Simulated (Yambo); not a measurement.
## How GW settings move the gap: CsLiMoO$_{4}$

G0W0@LDA for CsLiMoO$_{4}$ (space group F-43m, No. 216) in Yambo. Reference settings: 2×2×2 Γ-centred k mesh, bands 3 to 212 and a 7 Ry block in the screening, 212 bands in G with the Bruneval-Gonze terminator, plasmon pole fitted at 27.2 eV. The LDA gap L → X on this mesh is 4.43 eV; G0W0 gaps are taken between the same points.

| change from the reference | G0W0 gap L → X (eV) | shift of the valence edge (eV) | rough Yambo cost |
|---|---|---|---|
| reference settings | 7.42 | -1.06 | 1 |
| 81 bands in W, 81 bands in G | 7.55 | -0.88 | about 1/3 |
| 135 bands in W, 135 bands in G | 7.46 | -0.99 | within a factor of two |
| 81 bands in G | 7.47 | -1.02 | – |
| 135 bands in G | 7.43 | -1.05 | – |
| 97 bands in W | 7.46 | -0.95 | within a factor of two |
| 2 Ry block | 7.69 | -1.13 | within a factor of two |
| 3 Ry block | 7.49 | -1.03 | within a factor of two |
| 6 Ry block | 7.42 | -1.04 | within a factor of two |
| pole fitted at 10 eV | 7.29 | -0.92 | – |
| no random integration | 7.29 | -0.76 | – |
| 81 bands in G, no terminator | 7.69 | -0.44 | – |
| 135 bands in G, no terminator | 7.55 | -0.71 | – |
| no terminator | 7.48 | -0.87 | – |

The reference isn't shown to be the converged limit. Costs are rough (shared machines), scaled to the same edge states, and given only for runs that recompute the screening. In the run with 212 bands and a 7 Ry block, which covers more k points, the smallest G0W0 gap is 6.50 eV, L → Γ.

Spin-orbit splittings are left out.

Geometry of the Materials Project entry, not relaxed at this level; primitive cell a = b = c = 5.9341 Å, α = β = γ = 60.00°.

The structure is a Materials Project entry; no match was found in the copy of COD used, and its stability was not checked.

A shift is the quasiparticle energy of the state minus its LDA energy.
